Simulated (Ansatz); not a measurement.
Given:

NbAs:
```
NbAs
1.0
    3.42501     0.00000     0.00000
   -1.71251     2.96615     0.00000
    0.00000     0.00000     3.48765
Nb As
1 1
Direct
  0.00000   0.00000   0.00000
  0.66667   0.33333   0.50000
```

This is the PBE-relaxed structure.

Problem. All from PBE (plane waves, PAW; program Ansatz), unless another level is named. Predict the electronic character.

Solution. metallic (no gap).

Problem. Predict the formation energy from the elements (no fitted shifts).

Solution. -0.68 eV/atom.

Problem. And the density of states at the Fermi level?

Solution. 0.18 states/eV per atom (mean over ±0.08 eV).

Space group P-6m2. A made-up cell: these elements were put on the sites of a structure type; neither database checked (COD, Materials Project) lists it. COD files the formula under space group No. 109, so this cell is another polymorph or a model. Its standing as an ambient phase is unchecked. Symmetry was held in the PBE relaxation; whether a distortion lowers the energy is not shown. No spin polarisation was allowed. The references are the lowest solids computed at this level, not always the standard phases. Spin–orbit coupling is left out wherever it is not named.

Potentials: the later of the program's two PAW sets.
